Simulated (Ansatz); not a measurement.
AlMo$_{2}$C:
```cif
data_C2Al2Mo4
_chemical_formula_sum 'Al2 Mo4 C2'
_space_group_name_H-M_alt 'P 1'
_space_group_IT_number 1
_cell_length_a 2.99650
_cell_length_b 2.99650
_cell_length_c 13.39945
_cell_angle_alpha 90.000
_cell_angle_beta 90.000
_cell_angle_gamma 120.000
loop_
_space_group_symop_operation_xyz
  'x, y, z'
loop_
_atom_site_label
_atom_site_type_symbol
_atom_site_fract_x
_atom_site_fract_y
_atom_site_fract_z
_atom_site_occupancy
Al1 Al 0.66667 0.33333 0.25000 1
Al2 Al 0.33333 0.66667 0.75000 1
Mo1 Mo 0.66667 0.33333 0.91097 1
Mo2 Mo 0.33333 0.66667 0.08903 1
Mo3 Mo 0.33333 0.66667 0.41097 1
Mo4 Mo 0.66667 0.33333 0.58903 1
C1 C 0.00000 0.00000 0.00000 1
C2 C 0.00000 0.00000 0.50000 1
```

Relaxed with PBEsol.

Task: Which orbitals make up the states near the Fermi level in PBEsol in the plane-wave PAW code Ansatz?

Result: Within 0.5 eV of the Fermi level: Mo 4d 83 %, Al 3p 6 %, C 2p 5 %. Projections are on Löwdin-orthogonalised atomic valence shells; empty p or d shells of many metals are not among them.

Task: Tabulate the density of states.

Result: States/eV per cell of 8 atoms, in 0.25 eV bins, energy from the Fermi level.

```csv
E (eV),total,Mo 4d,C 2p,Al 3p
-7.85,1.24,0.25,0.09,0.31
-7.60,1.55,0.40,0.21,0.35
-7.35,2.91,1.01,0.78,0.39
-7.10,3.53,1.34,1.18,0.32
-6.85,2.90,1.16,1.05,0.20
-6.60,3.55,1.45,1.36,0.21
-6.35,3.67,1.56,1.28,0.27
-6.10,3.50,1.60,1.16,0.26
-5.85,5.37,2.64,1.82,0.29
-5.60,7.32,3.32,3.05,0.28
-5.35,7.23,3.28,3.06,0.31
-5.10,5.30,2.50,2.15,0.28
-4.85,8.49,3.99,3.44,0.50
-4.60,1.84,0.64,0.36,0.40
-4.35,1.90,0.87,0.23,0.32
-4.10,3.50,2.45,0.15,0.23
-3.85,3.06,2.57,0.06,0.14
-3.60,4.07,3.27,0.07,0.45
-3.35,4.19,2.94,0.13,0.82
-3.10,5.55,3.05,0.24,1.68
-2.85,7.11,4.21,0.27,1.88
-2.60,5.72,3.74,0.22,1.21
-2.35,8.74,5.47,0.40,2.03
-2.10,4.74,3.25,0.17,0.91
-1.85,2.35,1.93,0.05,0.28
-1.60,2.39,1.98,0.07,0.26
-1.35,3.67,3.12,0.14,0.29
-1.10,3.31,2.85,0.13,0.24
-0.85,2.82,2.44,0.12,0.19
-0.60,3.10,2.72,0.12,0.18
-0.35,5.07,4.58,0.13,0.24
-0.10,3.67,3.18,0.12,0.23
0.15,4.35,3.50,0.23,0.29
0.40,6.91,5.19,0.55,0.48
0.65,5.14,4.05,0.39,0.29
0.90,7.32,6.13,0.48,0.29
1.15,6.62,5.52,0.45,0.29
1.40,5.34,4.20,0.44,0.40
1.65,5.43,4.02,0.61,0.50
1.90,4.63,3.23,0.60,0.54
2.15,3.92,2.69,0.49,0.53
2.40,3.09,2.06,0.24,0.59
2.65,3.29,1.93,0.34,0.74
2.90,3.63,1.90,0.42,0.86
3.15,3.84,1.92,0.60,0.85
3.40,3.02,1.30,0.51,0.62
3.65,4.95,2.15,0.85,0.68
3.90,4.88,2.11,0.96,0.75
4.15,4.62,1.95,0.81,0.67
4.40,5.30,2.20,0.97,0.59
4.65,5.95,2.34,1.10,0.62
```

Space group P6_3/mmc. The start of the workflow was typed in or built on a structure type; neither database checked (COD, Materials Project) lists it. Its standing as an ambient phase is unchecked. The cell was relaxed with PBEsol under the symmetry of its start; whether a distortion lowers the energy is not shown. No spin polarisation was allowed. Scalar-relativistic: spin–orbit coupling is off unless named, which matters more the heavier the elements.

Potentials: the earlier of the program's two PAW sets. The files were generated under PBE; for other functionals the program regenerates the frozen cores, and for LDA and PBEsol the local potential too.
